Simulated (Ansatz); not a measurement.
## Profile along the C–Si line in SiC (zinc blende)

SiC (zinc blende), conventional cell a = 4.3797 Å, b = 4.3797 Å, c = 4.3797 Å, α = 90.00°, β = 90.00°, γ = 90.00°. The calculation uses the primitive cell of 2 atoms, to which meshes and values per cell refer.

Fields along a shortest C–Si line of a {110} plane (1.90 Å), from C to Si, interpolated on the slice's grid (step about 0.2 Å). The numbers are results of PBE (plane waves to 420 eV, PAW, scalar-relativistic; Ansatz, a program for electronic structure), not measurements. k mesh 13×13×13. Near the nuclei the fields are pseudised (PAW); where an atom keeps semicore shells as valence, they peak there. SiC was relaxed with its symmetry unable to fall. The PAW data are Ansatz's earlier set.

```json
[
 {"distance from C (Å)": "0.00", "valence electron density (e/Å³)": "1.46", "electron localisation function": "x"},
 {"distance from C (Å)": "0.19", "valence electron density (e/Å³)": "1.65", "electron localisation function": "x"},
 {"distance from C (Å)": "0.38", "valence electron density (e/Å³)": "1.75", "electron localisation function": "x"},
 {"distance from C (Å)": "0.57", "valence electron density (e/Å³)": "1.48", "electron localisation function": "0.83"},
 {"distance from C (Å)": "0.76", "valence electron density (e/Å³)": "1.11", "electron localisation function": "0.92"},
 {"distance from C (Å)": "0.95", "valence electron density (e/Å³)": "0.87", "electron localisation function": "0.93"},
 {"distance from C (Å)": "1.14", "valence electron density (e/Å³)": "0.69", "electron localisation function": "0.89"},
 {"distance from C (Å)": "1.33", "valence electron density (e/Å³)": "0.47", "electron localisation function": "0.69"},
 {"distance from C (Å)": "1.52", "valence electron density (e/Å³)": "0.26", "electron localisation function": "x"},
 {"distance from C (Å)": "1.71", "valence electron density (e/Å³)": "0.16", "electron localisation function": "x"},
 {"distance from C (Å)": "1.90", "valence electron density (e/Å³)": "0.14", "electron localisation function": "x"}
]
```

x: too close to a nucleus for the ELF to mean much.

Density on the C–Si line (1.90 Å) at its midpoint: 0.87 e/Å³. ELF at that point: 0.9. ELF maximum in the middle third of the C–Si line: 0.93, 0.9 Å from C.
